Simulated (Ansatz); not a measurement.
Values for one crystal, relaxed and computed with PBE (plane waves, PAW; program Ansatz); other levels are named.

```yaml
volume_per_atom: 24.77 Å³
electronic_character: metallic (no gap)
Density of states at the Fermi level: 1.6 states/eV per atom (mean over ±0.08 eV)
Bulk modulus (Birch–Murnaghan fit): 120 GPa
Gap with spin–orbit coupling: none (metallic)
Pressure derivative B′: 3.7
```

### Question
Pick the material that matches.
A. Pt, β-Sn type
B. Ga, α-Ga
C. W, diamond
D. Ru, dhcp (α-La type)

### Answer
C, W, diamond

Space group Fd-3m (diamond). The start of the workflow was typed in or built on a structure type; neither database checked (COD, Materials Project) lists it. It is not the phase usual at ambient conditions (space group No. 229). The PBE relaxation kept the symmetry of its start; whether a distortion lowers the energy is not shown. The run is not spin-polarised. Spin–orbit coupling is left out wherever it is not named.

Potentials: the later of the program's two PAW sets.
